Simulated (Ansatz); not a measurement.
Consider the following.

LiF:
Space group Fm-3m (No. 225); a = b = c = 3.990 Å, α = β = γ = 90.00°

```tsv
atom	site	symmetry	x	y	z
Li	4a	m-3m	0.0000	0.0000	0.0000
F	4b	m-3m	0.5000	0.5000	0.5000
```
(The calculation used a cell of 2 atoms; values per cell refer to that cell.)

This is the r²SCAN-relaxed structure.

Question: All from r²SCAN in the plane-wave PAW code Ansatz, unless another level is named. Estimate the electronic dielectric constant ε∞ (DFPT).

Answer: 1.99.

Question: And the Bader charges?

Answer: Li +0.91, F -0.91 e.

Question: And the Born charges (a third of the trace)?

Answer: Li +1.04, F -1.04 e.

Question: Give the static dielectric constant ε0 (ions relaxed, cell fixed).

Answer: 8.45.

The cell was relaxed with r²SCAN under the symmetry of its start.

Potentials: the earlier of the program's two PAW sets.
